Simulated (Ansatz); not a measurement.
AlIr:
```
AlIr
1.0
    0.00000     2.50337     2.50337
    2.50337     0.00000     2.50337
    2.50337     2.50337     0.00000
Ir Al
1 1
Direct
  0.00000   0.00000   0.00000
  0.50000   0.50000   0.50000
```

Relaxed with r²SCAN. Special points in fractions of this cell's reciprocal vectors: Γ (0.000, 0.000, 0.000); X (0.500, 0.000, 0.500); U (0.625, 0.250, 0.625); K (0.375, 0.375, 0.750); L (0.500, 0.500, 0.500); W (0.500, 0.250, 0.750).

**Question.** List the band energies nearest the Fermi level at these points for the program Ansatz at the r²SCAN level (PAW).

**Answer.** In eV from the Fermi level; about four levels below and three above (degenerate sets whole), none deeper than 8.9 eV; … stands for higher levels left out; points with the same levels are listed once.

```
k                          below        above
-  -----------------------------  -----------
Γ  -2.63 -2.63 -2.63 -2.34 -2.34            …
X        -2.74 -1.53 -0.32 -0.32       0.52 …
U        -3.31 -2.46 -0.84 -0.63  1.09 2.05 …
L        -3.50 -3.50 -0.79 -0.79       0.37 …
W  -3.66 -3.66 -3.32 -0.31 -0.25  1.38 1.38 …
```

Space group Fm-3m (rock salt). The start of the workflow was typed in or built on a structure type; neither database checked (COD, Materials Project) lists it. Its standing as an ambient phase is unchecked. The cell was relaxed with r²SCAN under the symmetry of its start. At this level the phase is mechanically unstable. The run is not spin-polarised. The Fermi level of a semimetal is unsure by some 0.05 eV on such meshes. Spin–orbit coupling is left out wherever it is not named.

Potentials: the earlier of the program's two PAW sets.
